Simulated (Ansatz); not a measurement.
PbS (rock salt)

```xyz
2
Lattice="0.0000 3.0045 3.0045 3.0045 0.0000 3.0045 3.0045 3.0045 0.0000" Properties=species:S:1:pos:R:3 pbc="T T T"
S      0.0000     0.0000     0.0000
Pb     3.0045     3.0045     3.0045
```

Grid over V/V₀ and (c/a)/(c/a)₀, subscript 0 meaning the relaxed cell; the conventional c axis lies along z; no internal relaxation.

These are PBE (plane waves to 420 eV, PAW, scalar-relativistic; Ansatz, a program for electronic structure) values and carry that method's errors. k mesh 10×10×10 (Γ-centred), Fermi-Dirac smearing 0.05 eV. Compression counts positive. PbS was relaxed with its symmetry unable to fall. Spin-orbit coupling is left out, though Pb is heavy. The PAW data are Ansatz's earlier set.

At one point of the scan the stress tensor (GPa) is:

```
  -1.31     0.00     0.00
   0.00    -1.31     0.00
   0.00     0.00    -1.31
```

### Question
Which point is it?
(A) V/V₀ = 1.027, (c/a)/(c/a)₀ = 1.000
(B) V/V₀ = 1.040, (c/a)/(c/a)₀ = 0.987
(C) V/V₀ = 1.013, (c/a)/(c/a)₀ = 0.960
(D) V/V₀ = 1.013, (c/a)/(c/a)₀ = 1.027

### Answer
A, V/V₀ = 1.027, (c/a)/(c/a)₀ = 1.000

(A scan under strain: stresses follow from slopes of the energy per volume, elastic moduli from its curvatures.)
